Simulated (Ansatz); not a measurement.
AgI:
```cif
data_Ag2I2
_chemical_formula_sum 'Ag2 I2'
_space_group_name_H-M_alt 'P63/mmc'
_space_group_IT_number 194
_space_group_name_Hall '-P 6c 2c'
_cell_length_a 4.42024
_cell_length_b 4.42024
_cell_length_c 6.40623
_cell_angle_alpha 90.000
_cell_angle_beta 90.000
_cell_angle_gamma 120.000
loop_
_atom_site_label
_atom_site_type_symbol
_atom_site_symmetry_multiplicity
_atom_site_Wyckoff_symbol
_atom_site_fract_x
_atom_site_fract_y
_atom_site_fract_z
_atom_site_occupancy
Ag1 Ag 2 a 0.00000 0.00000 0.00000 1
I1 I 2 c 0.33333 0.66667 0.25000 1
```

This is the PBEsol-relaxed structure.

**Question.** All from PBEsol in the plane-wave PAW code Ansatz, unless another level is named. Estimate the smallest direct gap on the standard path.

**Answer.** 0.83 eV.

**Question.** Give the gap with spin–orbit coupling.

**Answer.** 0.64 eV.

**Question.** Give the hole effective mass.

**Answer.** 0.18, 0.43, 3.2 mₑ (principal values).

**Question.** Predict the electron effective mass.

**Answer.** 0.14 mₑ (isotropic).

Space group P6_3/mmc (NiAs type). The start of the workflow was typed in or built on a structure type; neither database checked (COD, Materials Project) lists it. It is not the phase usual at ambient conditions (space group No. 186, 216). The PBEsol relaxation kept the symmetry of its start; of distortions, only those at the zone centre were tested. The run is not spin-polarised. Scalar-relativistic: spin–orbit coupling is off unless named, which matters more the heavier the elements.

Potentials: the later of the program's two PAW sets.
